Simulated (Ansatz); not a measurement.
**Computed properties of LiPd**

LiPd:
```xyz
2
Lattice="2.9391 0.0000 0.0000 0.0000 2.9391 0.0000 0.0000 0.0000 2.9391" Properties=species:S:1:pos:R:3 pbc="T T T"
Li     0.0000     0.0000     0.0000
Pd     1.4696     1.4696     1.4696
```

Space group Pm-3m (No. 221), CsCl type; conventional cell a = b = c = 2.939 Å, α = β = γ = 90.00°.

Method: PBEsol in the plane-wave PAW code Ansatz. Geometry: relaxed at this level of theory. Other levels are named where they apply.

**Cell and energy**

Volume per atom: 12.69 Å³
Density: 7.41 g/cm³
Formation energy from the elements (no fitted shifts): -356 meV/atom

**Electronic structure**

- Electronic character: metallic (no gap)
- Density of states at the Fermi level: 0.36 states/eV per atom (mean over ±0.08 eV)
- Gap with spin–orbit coupling: none (metallic)

**Mechanics**

- Bulk modulus (Birch–Murnaghan fit): 85.4 GPa
- Pressure derivative B′: 4.8
- Elastic constants (relaxed ions, GPa): C11 = 110, C12 = 73.2, C44 = 49.0
- Mechanical stability: stable (all eigenvalues of C positive)
- Hill bulk and shear moduli: 85.5 and 33.1 GPa
- Young's modulus: 87.9 GPa
- Poisson's ratio: 0.33
- Debye temperature from the elastic constants: 302 K

**Charges**

Bader charges: Li +0.82, Pd -0.82 e

The workflow started from an entry of the Crystallography Open Database (COD), which files this formula under 2 space groups. Whether it is the stable phase at ambient conditions was not checked. The PBEsol relaxation kept the symmetry of its start; whether a distortion lowers the energy is not shown. No spin polarisation was allowed. As this level gives no gap, shear constants depend on the k-mesh and smearing (Fermi–Dirac, 0.1 eV here). The references are the lowest solids computed at this level, not always the standard phases. Spin–orbit coupling is left out wherever it is not named.

Potentials: the later of the program's two PAW sets.
